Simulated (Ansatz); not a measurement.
An Ansatz (a quantum-chemistry and plane-wave program) run. Input:

Ansatz 0.2 input:
```yaml
crystal:
  lattice:
    - [3.3582200782, 0.0, 0.0]
    - [0.0, 3.3582200782, 0.0]
    - [0.0, 0.0, 3.3582200782]
  atoms:
    - { symbol: Y, position: [0.5, 0.5, 0.5] }
    - { symbol: Ir, position: [0.0, 0.0, 0.0] }
kpoints:
  mp_grid: { grid: [25, 25, 25] }
hamiltonian:
  xc: lda
  pseudopotentials: { kind: paw }
scf:
  occupations: { method: fermi_dirac, width: 0.1 }
elastic: { mode: relaxed_ion, stencil: two_point, amplitude: 0.005, f_tol: 0.0005 }
```

Output (shortened):

```
Pseudopotentials: kind: paw
Pseudopotential: Y, paw, valence charge 11
Pseudopotential: Ir, paw, valence charge 17
Functional definition: SPW92
Crystal: 2 atoms, lattice volume = 37.873 Å³
Basis set: ecut = 420 eV, 739 PW (Γ)
Bands: 18, of which v1, the nominal top of the filled ones, is band 14 counted from 1 (13 counted from 0)
Symmetry: 48 space group operations
Space group: Pm-3m (ITA 221), of the structure as read, at distance tolerance 3.4e-5 Å
k-points: 455 of 15625
PAW frozen core: Y, regenerated for the run's functional, and the local potential with it
PAW frozen core: Ir, regenerated for the run's functional, and the local potential with it
Initial wavefunctions: pseudopotential atomic-orbital guess
Eigensolver: davidson
Functional: x = slater, c = lda
all-band conjugate gradients solve this SCF's bands
SCF 1 converged in 9 iterations: F = -15410.537905 eV  dr2 = 8.18e-16
density extrapolation: transplant  |δρ|_rms = 3.313e-2 e/Å³  SAD shift = 6.785e-3 e/Å³
Crystal: 2 atoms, lattice volume = 37.683 Å³
Symmetry: 16 space group operations
k-points: 1183 of 15625
Initial density: handed on by an earlier stage of this run
Initial wavefunctions: those handed on with the density
SCF 2 converged in 8 iterations: F = -15410.537463 eV  dr2 = 2.99e-14
density extrapolation: first-order (α = -2.000)  |δρ|_rms = 3.313e-2 e/Å³  SAD shift = 6.731e-3 e/Å³
Crystal: 2 atoms, lattice volume = 38.062 Å³
SCF 3 converged in 5 iterations: F = -15410.537442 eV  dr2 = 8.15e-14
density extrapolation: transplant  |δρ|_rms = 3.313e-2 e/Å³  SAD shift = 3.778e-3 e/Å³
Crystal: 2 atoms, lattice volume = 37.873 Å³
Symmetry: 8 space group operations
k-points: 2197 of 15625
SCF 4 converged in 7 iterations: F = -15410.537724 eV  dr2 = 2.41e-15
density extrapolation: first-order (α = -2.000)  |δρ|_rms = 3.313e-2 e/Å³  SAD shift = 3.778e-3 e/Å³
Crystal: 2 atoms, lattice volume = 37.873 Å³
SCF 5 converged in 5 iterations: F = -15410.537724 eV  dr2 = 5.38e-14
SCF converged after 9 iterations
Free energy (F): -15410.537905 eV
Harris-Foulkes:  -15410.537905 eV  (|F-HF|=0.00e0)
Internal energy: -15410.510808 eV  (E = F + TS)
E sigma→0 (E₀):  -15410.524357 eV
Entropy (-TS):   -0.027097 eV (-13.548 meV/atom)
Fermi energy:    17.296189 eV
--- Per-component energies (eV) ---
  E_band       = -235.643295
  E_kinetic    = 934.403265
  E_local      = -1943.450241  (includes V_loc(G=0)·N_el)
  E_nonlocal   = 136.341012
  E_hartree    = 717.247052
  E_xc         = -440.087401
  E_vxc        = -500.985114  (∫ρ·V_xc dr)
  E_paw        = -11678.658216  (= ΣΔE_a)
  E_vpaw       = -296.446374  (= ΣTr[D̂ρ^β])
  E_aug_tail   = 0.000052  (compensation charges beyond the density's cutoff)
  E_ewald      = -3137.047520
  E_core_change = 0.741188  (= ΣΔE_core)
  E_smearing   = -0.027097  (= −TS)
  E_closure    = 0.000000  (closes the sum)
  Σ components = -15410.537905   (vs F -15410.537905, Δ=0.00e0)
--- Forces (eV/Å), atoms counted from 1 ---
  atom   1  Y      0.00000000     0.00000000     0.00000000
  atom   2  Ir     0.00000000     0.00000000     0.00000000
  max |Σ_I F_I| component: 0.0 eV/Å
--- Stress (GPa, compression-positive) ---
       -0.012202       0.000000       0.000000
        0.000000      -0.012202       0.000000
        0.000000       0.000000      -0.012202
  P = ⅓ Tr σ = -0.0122 GPa (-0.122 kbar)
  The stress holds the Pulay correction. Without it, at fixed plane waves, as pw.x and ABINIT print it: P = -0.0274 GPa
  The stress includes an estimate of the error left by incomplete SCF convergence (largest component 0.0000 GPa).
--- Band table (eV; the first three rows and the last of 455) ---
  k-point 0: bands = ["-74.2863", "-31.1028", "-31.1028", "-31.1028", "-24.3300", "-4.1968", "-4.1968", "-4.1968", "10.1989", "12.8089", "12.8089", "15.6479", "15.6479", "15.6479", "20.1138", "20.1138", "23.9247", "23.9247"]
  k-point 1: bands = ["-74.2863", "-31.1035", "-31.1027", "-31.1027", "-24.3289", "-4.2086", "-4.1963", "-4.1963", "10.2335", "12.8218", "12.8343", "15.6439", "15.6439", "15.6546", "20.0760", "20.1260", "23.6583", "23.6583"]
  k-point 2: bands = ["-74.2862", "-31.1056", "-31.1025", "-31.1025", "-24.3257", "-4.2430", "-4.1950", "-4.1950", "10.3365", "12.8605", "12.9092", "15.6322", "15.6322", "15.6741", "19.9655", "20.1588", "23.1443", "23.1443"]
  k-point 454: bands = ["-74.2837", "-31.1350", "-31.1350", "-31.1350", "-24.1696", "-4.7047", "-4.7047", "-4.7041", "14.6986", "14.7303", "14.7303", "16.0479", "16.0482", "16.0482", "17.1443", "17.1443", "20.1971", "24.5835"]
  band table: 18 of 18 bands, residual norms ≤ 1.0e-3 eV
--- Elastic constants: 2 strain directions × 2 members + reference (group order 48) ---
  dense FFT box of the reference and of every strained cell: 24×24×24
  strains applied: 11, 23; error gains: componentwise 1.00 (the most a stress slope's error grows in a printed constant), spectral 1.73 (1 for all six strains …
  C = ∂σ_k/∂η_j (tension-positive GPa; Voigt order 11 22 33 23 13 12):
       153.264    153.985    153.985      0.000      0.000      0.000
       153.985    153.264    153.985      0.000      0.000      0.000
       153.985    153.985    153.264      0.000      0.000      0.000
         0.000      0.000      0.000     61.310      0.000      0.000
         0.000      0.000      0.000      0.000     61.310      0.000
         0.000      0.000      0.000      0.000      0.000     61.310
  reference stress σ⁰ (GPa):      0.012      0.012      0.012      0.000      0.000      0.000
  moduli (Voigt/Reuss/Hill, GPa): K = 153.74/153.74/153.74   G = 36.64/-0.91/17.87   E = 51.60   ν = 0.444
  mechanically stable: NO (min eigenvalue of sym C = -0.72 GPa)
  strain η (Voigt 11):  stress-route row diagonal C_11 = 153.26 GPa, energy-path curvature d²(F+E_count+ΔE)/dδ²/Ω₀ = 153.14 GPa
         δ    σ_11 (GPa)             F (eV)   n_scf  n_hpsi   n_pw
    -5.000e-3      -0.7637      -15410.5374635       8  403957    752   relax 0 steps, max|allowed force component| 0.0 eV/Å
     5.000e-3       0.7689      -15410.5374422       5  279666    756   relax 0 steps, max|allowed force component| 0.0 eV/Å
  strain η (Voigt 23):  stress-route row diagonal C_44 = 61.31 GPa, energy-path curvature d²(F+E_count+ΔE)/dδ²/Ω₀ = 61.31 GPa
         δ    σ_23 (GPa)             F (eV)   n_scf  n_hpsi   n_pw
    -5.000e-3      -0.3065      -15410.5377244       7  733300    756   relax 0 steps, max|allowed force component| 0.0 eV/Å
     5.000e-3       0.3065      -15410.5377244       5  519482    756   relax 0 steps, max|allowed force component| 0.0 eV/Å
```

Cost: around 4 core-minutes (rough) on shared cores.

The workflow started from a Materials Project entry (that database holds measured and hypothetical structures alike); the Crystallography Open Database files this formula in space group No. 221, but the cells were not matched. Whether it is the stable phase at ambient conditions was not checked. The LDA relaxation kept the symmetry of its start; of distortions, only those at the zone centre were tested. The run is not spin-polarised. As this level gives no gap, shear constants depend on the k-mesh and smearing (Fermi–Dirac, 0.1 eV here). Scalar-relativistic: spin–orbit coupling is off unless named, which matters more the heavier the elements.

Potentials: the later of the program's two PAW sets.

Ansatz is a plane-wave DFT program.
